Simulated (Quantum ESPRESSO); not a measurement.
# Kohn-Sham bands of Mg2Sn (Fm-3m)

```
CELL_PARAMETERS angstrom
      0.00000     3.38015     3.38015
      3.38015     0.00000     3.38015
      3.38015     3.38015     0.00000
ATOMIC_POSITIONS crystal
  Mg 0.25000 0.25000 0.25000
  Mg 0.75000 0.75000 0.75000
  Sn 0.00000 0.00000 0.00000
```

Structure: Materials Project mp-2343, symmetrised, not relaxed again. COD (Crystallography Open Database) has the formula in 2 space groups, this one among them (matched by group alone). Computed values, not measurements, from PBEsol: Quantum ESPRESSO (norm-conserving PseudoDojo potentials, cutoff 68 Ry, spinors with spin-orbit coupling) on a Γ-centred 6×6×6 mesh, then Wannier90. Density: 12×12×12 mesh, cold smearing 0.01 Ry.

### Question
List the Kohn-Sham levels between −8 and 3.0 eV relative to the Fermi level at the high-symmetry points, as a band run of pw.x on that density gives them (levels within 2 meV counted together).

### Answer
```csv
point,k (reciprocal lattice),levels (eV)
Γ,0.000 0.000 0.000,"-0.33 (×2), 0.17 (×4), 1.36 (×2), 2.17 (×4), 2.18 (×2)"
X,0.500 0.000 0.500,"-7.34 (×2), -4.59 (×2), -2.19 (×2), -2.00 (×2), -0.13 (×2), 0.12 (×2)"
U,0.625 0.250 0.625,"-7.37 (×2), -4.19 (×2), -3.54 (×2), -1.77 (×2), 0.37 (×2), 2.60 (×2)"
K,0.375 0.375 0.750,"-7.37 (×2), -4.19 (×2), -3.54 (×2), -1.77 (×2), 0.37 (×2), 2.60 (×2)"
L,0.500 0.500 0.500,"-7.85 (×2), -4.82 (×2), -0.96 (×2), -0.69 (×2), 0.67 (×2), 2.22 (×2), 2.24 (×2)"
W,0.500 0.250 0.750,"-7.31 (×2), -3.85 (×2), -3.71 (×2), -2.70 (×2), 2.60 (×2), 2.98 (×2)"
```
